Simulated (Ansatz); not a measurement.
According to PBE (plane waves, PAW; program Ansatz), GaAs in the cubic phase (Pm-3n; Ga on 6c, As on 6d) relaxes to a = 7.087 Å. Against the elements it lies at -0.20 eV/atom, with no fitted shifts.

Electronic character: no gap, with almost no states at the Fermi level (zero-gap or semimetallic). Gap from PBE with spin–orbit coupling: none (metallic).

An equation-of-state fit gives a bulk modulus of 45.7 GPa.

The start of the workflow was typed in or built on a structure type; neither database checked (COD, Materials Project) lists it. It is not the phase usual at ambient conditions (space group No. 216). The cell was relaxed with PBE under the symmetry of its start; its stability against distortions is not shown here. The volume moved by 27 % from the start of the relaxation. The references are the lowest solids computed at this level, not always the standard phases. Spin–orbit coupling is left out wherever it is not named.

Potentials: the earlier of the program's two PAW sets.
